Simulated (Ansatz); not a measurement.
Computed with DFT, LDA (PW92), plane waves (420 eV) with PAW, scalar-relativistic (Ansatz 0.2.0). (PAW data from PBE, frozen cores regenerated.)

An element in the hcp structure gives this curve. The cell is scaled uniformly from the relaxed one, with fractional coordinates and shape fixed. Energies are extrapolated to zero smearing, pressures are those at the given smearing. Magnetic state: spin not included.

```json
{"V (Å³/atom)": "33.738", "E − E₀ (meV/atom)": "38.5", "P (GPa)": "2.97"}
{"V (Å³/atom)": "35.271", "E − E₀ (meV/atom)": "16.0", "P (GPa)": "1.81"}
{"V (Å³/atom)": "36.805", "E − E₀ (meV/atom)": "3.6", "P (GPa)": "0.82"}
{"V (Å³/atom)": "38.338", "E − E₀ (meV/atom)": "0.0", "P (GPa)": "-0.02"}
{"V (Å³/atom)": "39.872", "E − E₀ (meV/atom)": "3.8", "P (GPa)": "-0.73"}
{"V (Å³/atom)": "41.405", "E − E₀ (meV/atom)": "13.9", "P (GPa)": "-1.33"}
{"V (Å³/atom)": "42.939", "E − E₀ (meV/atom)": "29.3", "P (GPa)": "-1.84"}
```

Question: Which element is it?
A. sodium
B. calcium
C. yttrium
D. bismuth

Answer: B. Its fit is V₀ = 38.28 Å³/atom, B₀ = 19.4 GPa, B₀′ = 3.0.
